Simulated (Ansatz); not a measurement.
PdSe$_{2}$O$_{5}$ in space group C2/c (No. 15; Pearson symbol mS32), r²SCAN+D4 (plane waves, PAW; program Ansatz). The conduction-band minimum lies on the Γ–C line, 78 % of the way from Γ, with 2 equivalent valleys. Second derivatives d²E/dk² of the lowest band at one valley (eV·Å²), along Cartesian directions:

```
direction  d²E/dk²
---------  -------
[100]       0.9159
[010]        4.851
[001]        4.661
[110]        2.884
[101]        1.510
[011]        4.756
```

Question: Find the principal effective masses, the density-of-states mass and the conductivity mass.

Answer: Off-diagonal terms follow from H_xy = H[110] − (H_xx + H_yy)/2, and m*/mₑ = 7.620 eV·Å² over each eigenvalue: 1.5, 1.6, 15. One valley's DOS mass (m₁m₂m₃)^(1/3) = 3.3, conductivity mass 3/(Σ 1/mᵢ) = 2.2 mₑ.

Question: What effective density of states Nc follows at 300 K for parabolic valleys?

Answer: Nc = 2.509e19 × 2 × (3.3)^(3/2) ≈ 3.0e20 cm⁻³.

The first step of the workflow began from a Materials Project structure, measured or hypothetical; the Crystallography Open Database files this formula in space group No. 15, but the cells were not matched. Its standing as an ambient phase is unchecked. The r²SCAN+D4 relaxation kept the symmetry of its start; its stability against distortions is not shown here. The run is not spin-polarised. Scalar-relativistic: spin–orbit coupling is off unless named, which matters more the heavier the elements.

Potentials: the later of the program's two PAW sets.

Edges and masses are those of Kohn–Sham bands, whose gap is no quasiparticle gap.
